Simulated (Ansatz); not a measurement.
## Phonons of Fe (Im-3m)

```
Fe
1.0
    -1.37566    1.37566    1.37566
     1.37566   -1.37566    1.37566
     1.37566    1.37566   -1.37566
Fe
1
Direct
  0.00000 0.00000 0.00000
```

Starting moments along z (μB): Fe1 +2.

Conventional cell: a = 2.751 Å, b = 2.751 Å, c = 2.751 Å, α = 90.00°, β = 90.00°, γ = 90.00°. Around Fe (atom 1) lie 8 Fe at 2.38 Å.

Computed, not measured; unless marked otherwise by LDA, PAW on Ansatz 0.2.0's default frozen-core files (fitted under PBE), scalar-relativistic, spin-polarised. k mesh 24×24×24, Fermi-Dirac smearing of 0.050 eV, cutoff 420 eV. The cell was relaxed by PAW under this functional, which moved its volume by -13 % from the database entry's.

Atoms are displaced by 0.0025 Å in the smallest supercells that hold the wave vectors of a 4×4×4 mesh. Negative values stand for unstable modes.

What are the phonon energies at the solved wave vectors, in cm⁻¹?

```
                 q  point         modes (cm⁻¹)
 0.250 0.000 0.000      –  126.7, 159.7, 251.5
 0.500 0.000 0.000      N  191.0, 220.0, 349.6
 0.250 0.250 0.000      –  206.9, 252.4, 314.3
 0.250 0.250 0.250      P           272.5 (×3)
-0.250 0.250 0.250      –    211.7 (×2), 283.2
 0.500 0.500 0.250      –  252.4, 261.7, 324.5
 0.500 0.500 0.500      H           285.6 (×3)
```

Is the structure dynamically stable at these wave vectors?

Yes, no mode is unstable there; wave vectors off this mesh aren't tested.

The cell is scaled evenly to 10.257 and 10.570 Å³ (from 10.414), with free atoms relaxed and the shape held. What are the mode Grüneisen parameters γ = −d ln ω/d ln V?

For the highest mode, 359.6 cm⁻¹ in the small cell and 339.5 in the large one give γ ≈ 1.92. From the change of the dynamical matrix on each mode:

| point | cm⁻¹ | γ |
| --- | --- | --- |
| 0.25/0/0 | 126.7 | 0.57 |
| 0.25/0/0 | 159.7 | 1.45 |
| 0.25/0/0 | 251.5 | 1.91 |
| N | 191.0 | 0.69 |
| N | 220.0 | 1.26 |
| N | 349.6 | 1.92 |
| 0.25/0.25/0 | 206.9 | 0.89 |
| 0.25/0.25/0 | 252.4 | 1.50 |
| 0.25/0.25/0 | 314.3 | 1.89 |
| P | 272.5 | 2.07 |
| -0.25/0.25/0.25 | 211.7 | 1.82 |
| -0.25/0.25/0.25 | 283.2 | 2.08 |
| 0.5/0.5/0.25 | 252.4 | 0.98 |
| 0.5/0.5/0.25 | 261.7 | 0.81 |
| 0.5/0.5/0.25 | 324.5 | 1.32 |
| H | 285.6 | -0.66 |

Weighted by the modes' heat capacities at 300 K, the mean on this mesh is 1.34; it moves with the q mesh, and a coarse one overweights the zone boundary. Rows under −0.05 (1 here) are modes that soften under compression and pull towards negative thermal expansion.

Caveats: frozen-core PAW files fitted under PBE, their cores solved anew for the functional of the run; a lower magnetic state may exist; responses of metals move with mesh and smearing; the magnetic cell shrank by over 10 per cent from the database entry, so these values may belong to a collapsed low-moment state.
